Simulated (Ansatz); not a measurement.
PrIn3: computed property card

PrIn3:
```
PrIn3
1.0
    4.70985     0.00000     0.00000
    0.00000     4.70985     0.00000
    0.00000     0.00000     4.70985
Pr In
1 3
Direct
  0.00000   0.00000   0.00000
  0.50000   0.00000   0.50000
  0.00000   0.50000   0.50000
  0.50000   0.50000   0.00000
```
The run is spin-polarised; directions of the spins, atom by atom: ↑ 0 0 0.

Space group Pm-3m (No. 221), Cu3Au type; conventional cell a = b = c = 4.710 Å, α = β = γ = 90.00°.

Method: plane-wave PAW r²SCAN (Ansatz code). The cell and atoms are relaxed at this level. Other levels are named where they apply.

### Cell and energy

```json
{
 "volume_per_atom": "26.12 Å³",
 "density": "7.71 g/cm³"
}
```

### Electronic structure

```json
{
 "electronic_character": "metallic (no gap)",
 "Density of states at the Fermi level": "0.67 states/eV per atom (mean over ±0.08 eV)"
}
```

### Magnetism

```json
{
 "magnetic_order": "ferromagnetic",
 "net_moment": "0.62 μB per atom"
}
```

The workflow started from a Materials Project entry (that database holds measured and hypothetical structures alike); the Crystallography Open Database files this formula in space group No. 221, but the cells were not matched. Its standing as an ambient phase is unchecked. The cell keeps a stress of up to 0.2 GPa. The r²SCAN relaxation kept the symmetry of its start; whether a distortion lowers the energy is not shown. Magnetic state: ferromagnetic, the only order run, not a proven ground state. The cell computed holds one magnetic atom, so no antiferromagnetic order was within reach. The 4f shell is in the valence, and the state reached may lie above the lowest one. Other orbital occupations within this spin state were not tried. No Hubbard U is applied. Scalar-relativistic: spin–orbit coupling is off unless named, which matters more the heavier the elements.

Potentials: the later of the program's two PAW sets.
